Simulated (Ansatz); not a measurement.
In PBE (plane waves, PAW; program Ansatz), ScPd3C in the anti-perovskite structure (Pm-3m) relaxes to a = 4.202 Å. Sc has 12 nearest neighbours from 2.97 Å (cuboctahedral); C has 6 nearest neighbours from 2.10 Å (octahedral). Its formation energy from the elements is -0.19 eV/atom, with no fitted shifts.

Electronic character: metallic (no gap). Gap from PBE with spin–orbit coupling: none (metallic).

The bulk modulus is 166 GPa.

The start of the workflow was typed in or built on a structure type; neither database checked (COD, Materials Project) lists it. Whether it is the stable phase at ambient conditions was not checked. Symmetry was held in the PBE relaxation; its stability against distortions is not shown here. The run is not spin-polarised. The references are the lowest solids computed at this level, not always the standard phases. Spin–orbit coupling is left out wherever it is not named.

Potentials: the later of the program's two PAW sets.
